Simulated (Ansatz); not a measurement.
Starting structure of a cell relaxation (symmetry kept):

```
CELL_PARAMETERS angstrom
5.67000 0.00000 0.00000
-2.83500 4.91036 0.00000
0.00000 0.00000 4.53000
ATOMIC_POSITIONS crystal
Mn 0.83300 0.66600 0.25000
Mn 0.16700 0.83300 0.75000
Mn 0.33400 0.16700 0.25000
Mn 0.16700 0.33400 0.75000
Mn 0.83300 0.16700 0.25000
Mn 0.66600 0.83300 0.75000
Sn 0.33333 0.66667 0.25000
Sn 0.66667 0.33333 0.75000
```

These are results of DFT r2SCAN, scalar-relativistic, plane waves, PAW in Ansatz, not measurements.

Cutoff 500 eV; k points 6×6×8 on the computed 8-atom cell (Γ-centred); Gaussian smearing, width 0.10 eV; collinear spin from starting moments 4.01 4.01 4.01 4.01 4.01 4.01 -0.17 -0.17 μB.

Problem. What does it relax to?

Solution. The volume increases by 1.00 Å³/atom to 16.76 Å³/atom, and the energy falls by 14.5 meV/atom. The cell ends with a moment of 22.97 μB (only this magnetic start was tried). Final structure:
```
Mn Sn
1.0
     5.79901    0.00000    0.00000
    -2.89951    5.02209    0.00000
     0.00000    0.00000    4.60452
Mn Sn
6 2
Direct
  0.83715 0.67431 0.25000
  0.16285 0.83715 0.75000
  0.32569 0.16285 0.25000
  0.16285 0.32569 0.75000
  0.83715 0.16285 0.25000
  0.67431 0.83715 0.75000
  0.33333 0.66667 0.25000
  0.66667 0.33333 0.75000
```

The state reached may not be the lowest one. The program reads another magnetic order as possibly lower. Only parallel moments were tried here.

Cost: 1 run of about 36 core-minutes, on Intel Xeon Processor @ 2.50GHz (Skylake/Cascade Lake) (shared hosts).